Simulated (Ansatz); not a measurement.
**MgO (Fm-3m), phonons: input and output**

Computed with r²SCAN, PAW on Ansatz 0.2.0's default frozen-core files (fitted under PBE), scalar-relativistic; not a measurement.

Cell and atoms were relaxed beforehand by PAW with this functional.

Command:

```sh
ansatz run input.yaml --threads 1 --pin off --max-ram 3072MiB --backend cpu --events-out ev --progress --plain --runs-dir out
```

Input file:

```yaml
crystal:
  lattice:
    - [0.0, 2.10216644166, 2.10216644166]
    - [2.10216644166, 0.0, 2.10216644166]
    - [2.10216644166, 2.10216644166, 0.0]
  atoms:
    - { symbol: Mg, position: [0.0, 0.0, 0.0] }
    - { symbol: O, position: [0.5, 0.5, 0.5] }
kpoints:
  mp_grid: { grid: [8, 8, 8] }
scf:
  occupations: { method: fixed }
hamiltonian:
  xc: r2scan
  pseudopotentials: { kind: paw }
phonons:
  method: dfpt
  dielectric: true
  rigid_motions: translations
```

Output:

```
Warning: RAYON_NUM_THREADS=1 ignored (pool sized by the plan → 1); use --threads N
Engine: ansatz 0.2.0, aarch64-unknown-linux-gnu
Pseudopotentials: kind: paw
Pseudopotential: Mg, paw, valence charge 10, recommended cutoff 500 eV (meta_gga), Mg.paw.azcp
Pseudopotential: O, paw, valence charge 6, recommended cutoff 500 eV (meta_gga), O.paw.azcp
Functional definition: r2SCAN
  parameter k0 = 0.174
  parameter k1 = 0.065
  parameter a1 = 4.9479
  exchange = r2scan_x(k0 = k0, k1 = k1, a1 = a1)
  correlation = r2scan_c
Crystal: 2 atoms, lattice volume = 18.579 Å³
Basis set: ecut = 500 eV, 459 PW (Γ), exchange–correlation on 216×216×216 points (729 copies of the dense FFT grid, shifted against one another)
Bands: 12, of which v1, the nominal top of the filled ones, is band 8 counted from 1 (7 counted from 0)
Symmetry: 48 space group operations
k-points: 59 of 512 (irreducible under 8 space group operations, time reversal used)
Non-local potential: Mg, projectors of the file, l = 0: 3, l = 1: 2, l = 2: 1
Non-local potential: O, projectors of the file, l = 0: 2, l = 1: 2, l = 2: 1
PAW form: soft (Blöchl's): semilocal exchange-correlation on the pseudo side does not see the compensation charge
PAW frozen core: Mg, regenerated for the run's functional (the file was generated under x = pbe(κ = 0.804, μ = 0.2195149727645171), c = pbe(β = 0.06672455060314922))
PAW frozen core: O, regenerated for the run's functional (the file was generated under x = pbe(κ = 0.804, μ = 0.2195149727645171), c = pbe(β = 0.06672455060314922))
PAW one-centre angular grid: Mg, 302 points (default); XC on 224 Gauss nodes
PAW one-centre angular grid: O, 302 points (default); XC on 160 Gauss nodes
Initial density: superposition of atomic densities (neutral atoms: chi_scale 0, normalization atom), corrected by the library's trained network
Initial wavefunctions: pseudopotential atomic-orbital guess
Functional: x = r2scan, c = r2scan; τ floored in thin density (d = 2e-4 eV/Å³)
[... 33 lines left out ...]
  E_local      = -1601.531244  (includes V_loc(G=0)·N_el)
  E_nonlocal   = 142.538487
  E_hartree    = 554.981600
  E_xc         = -103.294008
  E_vxc        = -149.070596  (∫ρ·V_xc dr)
  E_paw        = -455.984036  (= ΣΔE_a)
  E_vpaw       = -79.515907  (= ΣTr[D̂ρ^β])
  E_aug_tail   = 0.001032  (compensation charges beyond the density's cutoff)
  E_vtau       = 9.636941  (kinetic-family band-sum trace: ∫τ·v_τ [+ j·A + Jᵃ·Aᵃ] dr)
  E_ewald      = -1291.737024
  E_core_change = -0.058149  (= ΣΔE_core)
  E_smearing   = -0.000000  (= −TS)
  E_closure    = -0.000000  (closes the sum)
  Σ components = -2498.335044   (vs F -2498.335044, Δ=0.00e0)
  k mesh reduced under 8 symmetry operations, with k and −k counted as one. Each operation leaves every solved perturbation unchanged. A smaller set is not considered because the functional reads the kinetic-energy density
  ASR residual: 8.386e-5 → 0.000e0 eV/Å²; symmetrization residual: 2.032e-6 eV/Å²
  ASR residual per site (eV/Å²): 8.39e-5 1.51e-5
  Γ frequencies (cm⁻¹): 0.00 0.00 0.00 398.74 398.74 398.74
  ε∞ (high-frequency dielectric tensor):
        2.997673    -0.000000     0.000000
       -0.000000     2.997673    -0.000000
        0.000000    -0.000000     2.997673
  ε⁰ (static dielectric tensor: ions relaxed, cell fixed):
        9.757042     0.000000     0.000000
        0.000000     9.757042     0.000000
        0.000000     0.000000     9.757042
  ε⁰ − ε∞ (ionic part):
        6.759368     0.000000     0.000000
        0.000000     6.759368     0.000000
        0.000000     0.000000     6.759368
  softest optical mode at Γ: 398.74 cm⁻¹; the repairs (sum rule, projections) moved no ω² at Γ by more than (1.07 cm⁻¹)²
  Born effective charges Z* (e; rows j = field, columns β = displacement):
    site 0:
         1.97863    0.00000    0.00000
         0.00000    1.97863   -0.00000
         0.00000   -0.00000    1.97863
    site 1:
        -1.97863   -0.00000   -0.00000
        -0.00000   -1.97863    0.00000
        -0.00000    0.00000   -1.97863
  Z* charge neutrality: 2.071e-4 e pre-enforcement
  solved inside a basis spanned on kpoints, on 8×8×8 k-points, its susceptibility summed on 12×12×12: ε∞ is read to err by 6.3e-3, Z* by 1.1e-2 e (field_mesh: kpoints solves on kpoints); Z* is corrected for what the basis lacks
  optical modes at Γ without the LO–TO term, one row a degenerate level:
      ω (cm⁻¹)  modes    IR ((D/Å)²/amu)
        398.74      3            28.0848
  optical modes at Γ + LO–TO along q̂ = [1.0000, 0.0000, 0.0000]:
      ω (cm⁻¹)  modes    IR ((D/Å)²/amu)
        398.74      2            18.7232
        719.37      1             9.3616
  optical modes at Γ + LO–TO along q̂ = [0.0000, 1.0000, 0.0000]:
      ω (cm⁻¹)  modes    IR ((D/Å)²/amu)
        398.74      2            18.7232
        719.37      1             9.3616
  optical modes at Γ + LO–TO along q̂ = [0.0000, 0.0000, 1.0000]:
      ω (cm⁻¹)  modes    IR ((D/Å)²/amu)
        398.74      2            18.7232
        719.37      1             9.3616
```

The calculation finished and met its thresholds.

Field response:

Linear response of an insulating crystal by Kohn-Sham DFT to a field and to zone-centre displacements, local fields included; Born charges neutralised; LO modes for wave vectors along x and z; Cartesian axes as in the input.

```json
{
 "Dielectric electronic (x, y, z)": "2.998, 2.998, 2.998",
 "Dielectric static (x, y, z)": "9.757, 9.757, 9.757",
 "Highest phonon with field along x": "719.4 cm⁻¹",
 "Highest phonon with field along z": "719.4 cm⁻¹",
 "Highest phonon without field": "398.7 cm⁻¹"
}
```

| atom | born charge xx (e) | born charge yy (e) | born charge zz (e) |
| --- | --- | --- | --- |
| Mg1 | 1.979 | 1.979 | 1.979 |
| O2 | -1.979 | -1.979 | -1.979 |

**Zone-centre phonons**

Harmonic phonons of a crystal by Kohn-Sham DFT at the given cell, standard atomic masses, acoustic sum rule imposed; negative wavenumbers are unstable modes; optical zone-centre levels upwards with Mulliken labels, activity, and the element with most of the kinetic energy.

```json
{
 "Point group": "m-3m"
}
```

```
number  phonon wavenumber (cm⁻¹)  label  infrared  raman  lead element
     1                     398.7    T1u       yes     no             O
```

Keep in mind: frozen-core PAW files fitted under PBE, their cores solved anew for the functional of the run; zone-boundary modes aren't tested; no LO-TO term at the zone centre.

Time and hardware: 110 s on 1 thread of Arm Neoverse V1, on a shared host, peak memory 2.3 GiB.
